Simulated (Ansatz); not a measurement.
Put SiGe5 in F-43m (No. 216): Si on 4d; Ge on 16e and 4c.

Theory: Ansatz 0.2.0, DFT PBE, scalar-relativistic, plane waves, PAW. Cutoff 420 eV, Γ-centred mesh, Gaussian smearing, no spin polarisation.

Energies over the elements count from the elements' standard structures at the same level, with no fitted energy shifts.

Q: Which cell and coordinates does it relax to?

A:

Space group F-43m (No. 216). a = 9.216 Å, b = 9.216 Å, c = 9.216 Å, α = 90.00°, β = 90.00°, γ = 90.00°
| atom | site | symmetry | x | y | z |
| --- | --- | --- | --- | --- | --- |
| Si | 4d | -43m | 0.2500 | 0.2500 | 0.7500 |
| Ge | 16e | .3m | 0.4017 | 0.4017 | 0.0983 |
| Ge | 4c | -43m | 0.2500 | 0.2500 | 0.2500 |

Around Si lie 12 Ge at 3.77 Å (long against covalent radii, as for large ions); Ge on a site of symmetry 3m is surrounded by 4 Ge at 2.42–2.56 Å and 3 Si at 3.77 Å; around Ge on a site of symmetry -43m lie 4 Ge at 2.42 Å. Another local minimum with the same sites may exist.

Q: And its energy and gap?

A: The formation energy is +1.07 eV/atom and the gap on the 8×8×8 mesh of the 6-atom cell is 0 eV (a metal). A positive value: parting into the elements would lower its energy.

The last run used Gaussian smearing of 0.10 eV. Si stands nearly free of neighbours here, and without spin polarisation the energy of such atoms comes out too high. A structure relaxed within its symmetry needn't be a true minimum. Another cell of SiGe5 relaxed alike, in I4/mmm, lies 0.69 eV/atom lower, so this cell isn't the stable form at this level.
